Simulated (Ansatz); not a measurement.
**MnRh, first-principles data**

MnRh:
```
MnRh
1.0
    2.98751     0.00000     0.00000
    0.00000     2.98751     0.00000
    0.00000     0.00000     2.98751
Mn Rh
1 1
Direct
  0.00000   0.00000   0.00000
  0.50000   0.50000   0.50000
```
The run is spin-polarised; directions of the spins, atom by atom: ↑ ↑.

Space group Pm-3m (No. 221), CsCl type; conventional cell a = b = c = 2.9875 Å, α = β = γ = 90.00°.

Method: DFT-PBEsol in the program Ansatz with PAW potentials. Geometry: relaxed at this level of theory. Other levels are named where they apply.

**Cell and energy**

```json
{
 "volume_per_atom": "13.33 Å³",
 "density": "9.83 g/cm³",
 "Formation energy from the elements (no fitted shifts)": "-0.040 eV/atom"
}
```

**Electronic structure**

```json
{
  "electronic_character": "metallic (no gap)",
  "Density of states at the Fermi level": "0.75 states/eV per atom (mean over ±0.08 eV)"
}
```

**Magnetism**

```json
{
 "magnetic_order": "ferromagnetic",
 "net_moment": "2.02 μB per atom"
}
```

**Mechanics**

```json
{
 "Bulk modulus (Birch–Murnaghan fit)": "207 GPa",
 "Pressure derivative B′": "4.7",
 "Elastic constants (relaxed ions, GPa)": "C11 = 286, C12 = 166, C44 = 123",
 "mechanical_stability": "stable (all eigenvalues of C positive)",
 "hill_bulk_and_shear_moduli": "206 and 92.4 GPa",
 "Young's modulus": "241 GPa",
 "Poisson's ratio": "0.30",
 "debye_temperature_from_the_elastic_constants": "430 K"
}
```

The first step of the workflow began from a Materials Project structure, measured or hypothetical; the Crystallography Open Database files this formula in space group No. 221, but the cells were not matched. Whether it is the stable phase at ambient conditions was not checked. The PBEsol relaxation kept the symmetry of its start; its stability against distortions is not shown here. Spin order of the final state: ferromagnetic, chosen from 5 collinear starts compared on coarse meshes (ties went to the first, and starts can fall back to one state), not a proven ground state. As this level gives no gap, shear constants depend on the k-mesh and smearing (Fermi–Dirac, 0.1 eV here). The references are the lowest solids computed at this level, not always the standard phases. Scalar-relativistic: spin–orbit coupling is off unless named, which matters more the heavier the elements.

Potentials: the later of the program's two PAW sets.
